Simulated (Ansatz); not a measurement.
GePdS3:
Space group C2/m (No. 12); a = 14.294 Å, b = 3.464 Å, c = 9.139 Å, α = 90.00°, β = 106.88°, γ = 90.00°

```json
[
 {"atom": "Ge", "site": "4i", "symmetry": "m", "x": "0.0854", "y": "0.0000", "z": "0.3067"},
 {"atom": "Pd", "site": "4i", "symmetry": "m", "x": "0.3867", "y": "0.0000", "z": "0.0280"},
 {"atom": "S", "site": "4i", "symmetry": "m", "x": "0.3714", "y": "0.0000", "z": "0.5345"},
 {"atom": "S", "site": "4i", "symmetry": "m", "x": "0.1763", "y": "0.0000", "z": "0.1448"},
 {"atom": "S", "site": "4i", "symmetry": "m", "x": "0.0769", "y": "0.0000", "z": "0.7931"}
]
```
(The calculation used a cell of 10 atoms; values per cell refer to that cell.)

Relaxed with r²SCAN+D4. r²SCAN+D4 (plane waves, PAW; program Ansatz) gives a gap of 1.38 eV.

Q: What gap does HSE06 give on the same cell (Ansatz, PAW)?

A: 2.26 eV, 0.89 eV more. The hybrid was solved on a coarser mesh and at special points; the gap given is the minimum over both.

```json
[
 {"k": "Γ", "v1 r²SCAN+D4": "-0.25", "c1 r²SCAN+D4": "2.13", "v1 HSE06": "-0.20", "c1 HSE06": "2.93"},
 {"k": "Y2", "v1 r²SCAN+D4": "-0.22", "c1 r²SCAN+D4": "2.19", "v1 HSE06": "(withheld)", "c1 HSE06": "(withheld)"},
 {"k": "A", "v1 r²SCAN+D4": "-0.02", "c1 r²SCAN+D4": "1.84", "v1 HSE06": "0.00", "c1 HSE06": "2.62"},
 {"k": "M2", "v1 r²SCAN+D4": "-0.29", "c1 r²SCAN+D4": "2.31", "v1 HSE06": "(withheld)", "c1 HSE06": "(withheld)"},
 {"k": "V2", "v1 r²SCAN+D4": "-0.56", "c1 r²SCAN+D4": "1.95", "v1 HSE06": "-0.67", "c1 HSE06": "2.92"},
 {"k": "L2", "v1 r²SCAN+D4": "-0.52", "c1 r²SCAN+D4": "2.15", "v1 HSE06": "(withheld)", "c1 HSE06": "(withheld)"},
 {"k": "C", "v1 r²SCAN+D4": "-0.32", "c1 r²SCAN+D4": "1.93", "v1 HSE06": "-0.41", "c1 HSE06": "2.90"},
 {"k": "D", "v1 r²SCAN+D4": "-0.30", "c1 r²SCAN+D4": "2.14", "v1 HSE06": "(withheld)", "c1 HSE06": "(withheld)"}
]
```

Q: Top valence (v1) and lowest conduction level (c1) in eV from each method's valence maximum (which need not be a listed point): supply the withheld HSE06 values.

A: 
- D, v1 HSE06: -0.39
- D, c1 HSE06: 3.13
- M2, v1 HSE06: -0.39
- M2, c1 HSE06: 3.26
- L2, v1 HSE06: -0.67
- L2, c1 HSE06: 3.14
- Y2, v1 HSE06: -0.30
- Y2, c1 HSE06: 3.12

Cost on shared cores: the r²SCAN+D4 run (SCF on a 8×8×3 mesh, then bands and DOS) about 10 core-minutes (a rough figure), the HSE06 run (SCF on 5×5×2, then a few points) around 23 core-minutes (rough); the tasks are unlike.

The workflow started from a Materials Project entry (that database holds measured and hypothetical structures alike); the Crystallography Open Database copy checked does not list it. Whether it is the stable phase at ambient conditions was not checked. The cell was relaxed with r²SCAN+D4 under the symmetry of its start; its stability against distortions is not shown here. No spin polarisation was allowed. Scalar-relativistic: spin–orbit coupling is off unless named, which matters more the heavier the elements.

Potentials: the later of the program's two PAW sets.
